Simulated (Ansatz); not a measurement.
## SiC, first-principles data

SiC:
Space group Pm-3n (No. 223); a = 5.3573 Å, b = 5.3573 Å, c = 5.3573 Å, α = 90.00°, β = 90.00°, γ = 90.00°

```
atom  site  symmetry       x       y       z
----  ----  --------  ------  ------  ------
Si      6c     -4m.2  0.0000  0.5000  0.2500
C       6d     -4m.2  0.0000  0.2500  0.5000
```

Space group Pm-3n (No. 223); conventional cell a = b = c = 5.357 Å, α = β = γ = 90.00°.

Method: PBE in the plane-wave PAW code Ansatz. Structure relaxed to zero pressure with the same functional. Other levels are named where they apply.

### Cell and energy

| Item | Result |
|---|---|
| Volume per atom | 12.81 Å³ |
| Density | 2.60 g/cm³ |
| Formation energy from the elements (no fitted shifts) | 0.020 eV/atom |

### Electronic structure

| Item | Value |
|---|---|
| Band gap | 1.88 eV (indirect) |
| Valence-band maximum | at Γ |
| Conduction-band minimum | on the Γ–X line, 76 % of the way from Γ (6 equivalent valleys) |
| Smallest direct gap on the standard path | 2.06 eV |
| Electron effective mass | 0.35, 0.35, 0.51 mₑ (principal values) |
| Hole effective mass, band 1 of 3 at the edge | 4.2 along [100], 4.2 along [110], 0.65 along [111] (mₑ) |
| Hole effective mass, band 2 of 3 at the edge | 4.2 along [100], 0.46 along [110], 0.65 along [111] (mₑ) |
| Hole effective mass, band 3 of 3 at the edge | 0.20 along [100], 0.34 along [110], 0.43 along [111] (mₑ) |

### Mechanics

| Item | Result |
|---|---|
| Bulk modulus (Birch–Murnaghan fit) | 166 GPa |
| Pressure derivative B′ | 3.9 |

The start of the workflow was typed in or built on a structure type; neither database checked (COD, Materials Project) lists it. It is not the phase usual at ambient conditions (space group No. 186, 216). Symmetry was held in the PBE relaxation; whether a distortion lowers the energy is not shown. The references are the lowest solids computed at this level, not always the standard phases.

Potentials: the later of the program's two PAW sets.
